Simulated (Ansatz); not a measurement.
IrO₂ (fluorite, Fm-3m), PBE in the plane-wave PAW code Ansatz, all energies at zero smearing, with the estimated change up to a 700 eV cutoff added, with one set of potentials and settings (totals compare only within such a set). Cell of 3 atoms (1 Ir, 2 O): -13066.364 eV.

```
element                            reference phase  E (eV/atom)
-------  -----------------------------------------  -----------
Ir                      Fm-3m, 1 atoms in the cell  -11935.3137
O        C2/m, 4 atoms in the cell, spin-polarised    -565.0000
```

Formation energy per atom, worked out: (-13066.364 − 1×(-11935.3137) − 2×(-565.0000))/3 = -0.350 eV/atom (-34 kJ per mol of atoms), at 0 K, without zero-point energy or fitted corrections.

The cell is a constructed one: a structure type filled with these elements; neither database checked (COD, Materials Project) lists it. It is not the phase usual at ambient conditions (space group No. 136). Symmetry was held in the PBE relaxation; its stability against distortions is not shown here. The run is not spin-polarised. The references are the lowest solids computed at this level, not always the standard phases (solids in place of the gases). Spin–orbit coupling is left out wherever it is not named.

Potentials: the later of the program's two PAW sets.
